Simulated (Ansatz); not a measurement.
## Ga4P3N (ordering on zincblende) by several functionals

All numbers come from the plane-wave code Ansatz. Values at 0 K without nuclear motion; no magnetic order is allowed, and the phase may be a hypothetical one.

The cell is Ga4P3N, ordered on the zincblende lattice (P-43m) with 8 atoms a cell; cell and atoms were relaxed with r2SCAN. The symmetry is P-43m (No. 215, cubic); a = 5.214 Å in the conventional setting, 17.72 Å³ an atom. Around N lie 4 Ga at 2.06 Å; around Ga lie 1 N at 2.06 Å and 3 P at 2.33 Å; around P lie 4 Ga at 2.33 Å.

Relaxed lattice by functional, symmetry kept:

| functional | k mesh | a (Å) | volume (Å³/atom) |
| --- | --- | --- | --- |
| PBE | 6×6×6 | 5.269 | 18.29 |
| r2SCAN | 4×4×4 | 5.214 | 17.72 |

Band edges at fixed r2SCAN geometry:
```tsv
level	k mesh	gap (eV)	kind	edges	least direct gap (eV)
PBE	6×6×6	none (overlap 0.11)	–	–	–
PBE+SOC	6×6×6	none (overlap 0.13)	–	–	–
r2SCAN	6×6×6	0.12	indirect	Γ → R	0.45
HSE06	4×4×4	0.64	indirect	Γ → R	1.00
```
All runs use a smearing of 0.02 eV.
Wave cutoffs: 420 eV, 500 eV (r2SCAN).

The HSE06 gap is indirect, 0.64 eV (Γ to R), below the direct gap of 1.00 eV at R. PBE+SOC gives no gap: the lowest nominally empty band dips 0.13 eV below the top of the last filled one (its bottom at R, the top at Γ), so the cell is a metal or semimetal at this level.

The levels disagree on the kind of gap: indirect with r2SCAN, HSE06; no gap with PBE, PBE+SOC.

Only the levels marked +SOC include spin-orbit coupling.

The meshes of the hybrids are coarse, so their gaps aren't converged to the digits shown.
